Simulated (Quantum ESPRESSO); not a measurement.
**Solid-state NMR card for CaF₂**

```yaml
crystal:
  lattice:
    - [0.00000, 2.75802, 2.75802]
    - [2.75802, 0.00000, 2.75802]
    - [2.75802, 2.75802, 0.00000]
  atoms:
    - { symbol: Ca, position: [0.00000, 0.00000, 0.00000] }
    - { symbol: F, position: [0.75000, 0.75000, 0.75000] }
    - { symbol: F, position: [0.25000, 0.25000, 0.25000] }
```
The cell comes from the Materials Project (a computed structure). It is CaF2 in Fm-3m. Stability against distortions was not tested.

Computed: shieldings by GIPAW with PBE in a modified build of Quantum ESPRESSO, on JTH PAW datasets, 22.5 Ha, k-mesh 4×4×4 shifted, f-sum rule met within 0.001 %.

| site | site symmetry | σ_iso (ppm) |
|---|---|---|
| Ca (atom 1) | m-3m | 1141 |
| F (atoms 2, 3) | -43m | 216 |

These are absolute shieldings with no macroscopic susceptibility term; δ = σ_ref − σ needs a reference computed alike. By our sweeps, such settings leave a few ppm in absolute σ. PBE places the empty d or f states of Ca too low, which is known to distort σ on and beside such ions.
